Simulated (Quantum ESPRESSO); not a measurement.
Field gradients of SrTiO$_{3}$ from the PAW reconstruction of the field gradient on a scalar-relativistic PBE ground state (a modified build of Quantum ESPRESSO, JTH datasets), 22.5 Ha, k-mesh 6×6×6 through Γ:

```xyz
5
Lattice="3.8990 0.0000 0.0000 0.0000 3.8990 0.0000 0.0000 0.0000 3.8990" Properties=species:S:1:pos:R:3 pbc="T T T"
Sr     1.9495     1.9495     1.9495
Ti     0.0000     0.0000     0.0000
O      1.9495     0.0000     0.0000
O      0.0000     1.9495     0.0000
O      0.0000     0.0000     1.9495
```
The cell was made here from an entry of the Crystallography Open Database (unchecked): atoms relaxed with PBE in the measured cell (PBE without dispersion, pw.x of Quantum ESPRESSO, symmetry kept).  Stability against distortions was not tested. The run has no spin polarisation.

Vzz is the sum of three terms, each taken along its main axis: the smooth valence density, the ions (nucleus and frozen core) with the augmentation charges of all other spheres, and the all-electron minus smooth density in the atom's own sphere. The split hangs on the datasets.  Cores are frozen. Against all-electron runs on small test molecules, this scheme's |Vzz| missed by −2 to +6 % on O.

```json
[
 {"site": "O (atoms 3, 4, 5)", "smooth valence density": "-0.362", "ions and other spheres": "0.405", "own sphere": "(withheld)", "Vzz (a.u.)": "(withheld)"}
]
```

Problem. Fill in the missing entries.

Solution. 
- O (atoms 3, 4, 5), own sphere: 0.069
- O (atoms 3, 4, 5), Vzz (a.u.): 0.111
